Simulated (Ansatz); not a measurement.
NbAs in space group I4_1md (No. 109; Nb on 4a, As on 4a) under volume change, LDA in the plane-wave PAW code Ansatz, shape and atoms relaxed at each volume.

```tsv
V (Å³/atom)	E − E(relaxed) (meV/atom)	P (GPa)
15.319	91.8	21.08
15.824	38.6	12.93
16.329	(withheld)	(withheld)
16.834	0.0	0.00
17.339	8.2	-5.08
17.844	31.2	-9.41
18.349	(withheld)	(withheld)
```

Question: Fill in the missing entries.

Answer: 
- 16.329, E − E(relaxed) (meV/atom): 9.1
- 16.329, P (GPa): 5.95
- 18.349, E − E(relaxed) (meV/atom): 66.9
- 18.349, P (GPa): -13.09

Question: What does a third-order Birch–Murnaghan fit give for V₀, B₀ and B′?

Answer: V₀ = 16.83 Å³/atom, B₀ = 183 GPa, B′ = 4.3.

Symmetry was held in the LDA relaxation. The run is not spin-polarised.

Potentials: the later of the program's two PAW sets.
